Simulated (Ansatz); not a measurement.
PtAs2 (space group Pa-3)

```
CELL_PARAMETERS angstrom
      6.05844     0.00000     0.00000
      0.00000     6.05844     0.00000
      0.00000     0.00000     6.05844
ATOMIC_POSITIONS crystal
  As 0.38339 0.38339 0.38339
  As 0.61661 0.61661 0.61661
  As 0.11661 0.61661 0.88339
  As 0.88339 0.38339 0.11661
  As 0.88339 0.11661 0.61661
  As 0.11661 0.88339 0.38339
  As 0.61661 0.88339 0.11661
  As 0.38339 0.11661 0.88339
  Pt 0.00000 0.00000 0.00000
  Pt 0.50000 0.00000 0.50000
  Pt 0.50000 0.50000 0.00000
  Pt 0.00000 0.50000 0.50000
```

The slice is a {100} plane (indices of the conventional cell) through the point (0.383, 0.117, 0.883) (fractional), spanned by u = [100] and v = [010] in vectors of this cell: u (6.06 Å) and v (6.06 Å, at 90° to u). It covers one period; positions are fractions (u, v).

Level of theory: PBE (plane waves to 420 eV, PAW, scalar-relativistic; Ansatz, an electronic-structure program). k mesh 5×5×5. Near the nuclei the fields are pseudised (PAW); where an atom keeps semicore shells as valence, they peak there. PtAs2 is run without spin polarisation. PtAs2 was relaxed with its symmetry unable to fall. Spin-orbit coupling is left out, though Pt is heavy.

Three fields on this plane, each scaled to ten steps between its own extremes (0 low, 9 high; the total valence density on a logarithmic scale, the potential cut 8 eV below its top; x marks points blanked near nuclei; v = 0 in the bottom row):

Map A
```
|xxxxxx542111245689xxxxx8778xxxxx|
|xxxxx754211234579xxxxxxx8778xxxx|
|xxxxx754322234679xxxxxxx8777xxxx|
|xxxx7654322234679xxxxxxx87677xxx|
|xx776543322234579xxxxxxx8765667x|
|55555443322234568xxxxxx976544455|
|344443333222234578xxxx9875443333|
|22233333222222346788888765432222|
|11122222222112234567777765432111|
|01112222221111123456778776543210|
|1112233322110001245678xxxx754321|
|222333333211000123568xxxxxx75432|
|33444444332100012457xxxxxxxx7543|
|4556665543210001246xxxxxxxxxx655|
|6677877654321001246xxxxxxxxxx766|
|7899998765421001346xxxxxxxxxx876|
|89xxxxx976432111356xxxxxxxxxx877|
|9xxxxxxx86532112356xxxxxxxxxx878|
|9xxxxxxx875322223467xxxxxxxx8778|
|9xxxxxxx8654322234568xxxxxx77678|
|9xxxxxxx86533222345567xxxx666667|
|8xxxxxx9764322223344555555544557|
|78xxxx98653322223334444433333456|
|77888876543222222333322222223456|
|77777765432111222222221111123456|
|78776654321111222222211001124567|
|xx88754321000122233222111123567x|
|xxxx7643100001223333322222356xxx|
|xxxxx64310000123444444333456xxxx|
|xxxxx75310001234556665544567xxxx|
|xxxxxx531000124567778766667xxxxx|
|xxxxxx532101234678999987777xxxxx|
```

Map B
```
|xxxxxx641000234433xxxxx3469xxxxx|
|xxxxx764100123333xxxxxxx3589xxxx|
|xxxxx764211123334xxxxxxx3479xxxx|
|xxxx8764211123344xxxxxxx34688xxx|
|xx787653221223344xxxxxxx4346777x|
|66666543222223344xxxxxx433444555|
|344443322222233444xxxx4333332233|
|11122222222222334444334444321111|
|00011112111111233444456676531000|
|00011111111101123445789998753100|
|0011122211100001246799xxxx875310|
|111222222110000124689xxxxxx87532|
|22233333321000002478xxxxxxxx8753|
|3333333433210000247xxxxxxxxxx875|
|4334333443310000256xxxxxxxxxx985|
|4344433344321000257xxxxxxxxxx985|
|34xxxxx344321000257xxxxxxxxxx974|
|3xxxxxxx34321001257xxxxxxxxxx964|
|4xxxxxxx333211113578xxxxxxxx9853|
|4xxxxxxx4333211135788xxxxxx88743|
|4xxxxxxx43332212346777xxxx776543|
|4xxxxxx5433322222345666665554433|
|34xxxx54433222222333444333222333|
|44333444332222222222221111112344|
|76544443322111111211110000012466|
|99876543211101111111100000124688|
|xx99865321000011122111000124678x|
|xxxx9753100000122222211112467xxx|
|xxxxx76310000122333332223478xxxx|
|xxxxx76310000123333333334689xxxx|
|xxxxxx631000123444333433479xxxxx|
|xxxxxx631000123443344443479xxxxx|
```

Map C
```
|xxxxxx168999986300xxxxx0131xxxxx|
|xxxxx036899998520xxxxxxx0220xxxx|
|xxxxx046889987510xxxxxxx0230xxxx|
|xxxx0357889987500xxxxxxx02430xxx|
|xx003567788987520xxxxxxx0355300x|
|12345677778888630xxxxxx014676532|
|566777777788987520xxxx0036788766|
|88888777778899875300000256788888|
|99988877778899987643222345678899|
|99998887788999998765321112457899|
|9999988888899999986410xxxx025789|
|999888888899999987510xxxxxx02578|
|88877778889999998630xxxxxxxx0368|
|7765556678999999750xxxxxxxxxx157|
|5421012467899998740xxxxxxxxxx046|
|2000000146899998730xxxxxxxxxx034|
|00xxxxx025789998740xxxxxxxxxx022|
|0xxxxxxx04789998750xxxxxxxxxx021|
|0xxxxxxx036899987520xxxxxxxx0220|
|0xxxxxxx0368998876410xxxxxx01430|
|0xxxxxxx04789888776410xxxx024541|
|0xxxxxx0157888877766542112457763|
|10xxxx00468888777777766556778774|
|41000014689998777777888888888875|
|43222356899998877778899999888765|
|11234578999998887888999999876532|
|xx00357899999988888899999986300x|
|xxxx0468999999888888899998640xxx|
|xxxxx05799999988877778888750xxxx|
|xxxxx03689999988765555677630xxxx|
|xxxxxx268999998753200135652xxxxx|
|xxxxxx158999987520000001441xxxxx|
```

Q: Assign the maps to these fields: electron localisation function (ELF); valence electron density; electrostatic potential energy of an electron, from the cell's mean.

A: A is the valence electron density; B is the electron localisation function (ELF); C is the electrostatic potential energy of an electron, from the cell's mean.
